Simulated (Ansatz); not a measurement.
According to r²SCAN (plane waves, PAW; program Ansatz), Al in the trigonal phase (P-3m1; Pearson symbol hP11) relaxes to a = 2.828 Å, c = 25.336 Å. Al on 2d has 12 nearest neighbours from 2.82 Å (cuboctahedral); Al on 2d has 12 nearest neighbours from 2.83 Å (anticuboctahedral); Al on 2c has 12 nearest neighbours from 2.82 Å (cuboctahedral); Al on 2d has 12 nearest neighbours from 2.82 Å (cuboctahedral).

Electronic character: metallic (no gap).

An equation-of-state fit gives a bulk modulus of 914 kbar.

The start of the workflow was typed in or built on a structure type; neither database checked (COD, Materials Project) lists it. It is not the phase usual at ambient conditions (space group No. 225). The r²SCAN relaxation kept the symmetry of its start; its stability against distortions is not shown here. Axis ratios of metals converge slowly with the k-mesh, so a and c are less sure than the volume.

Potentials: the later of the program's two PAW sets.
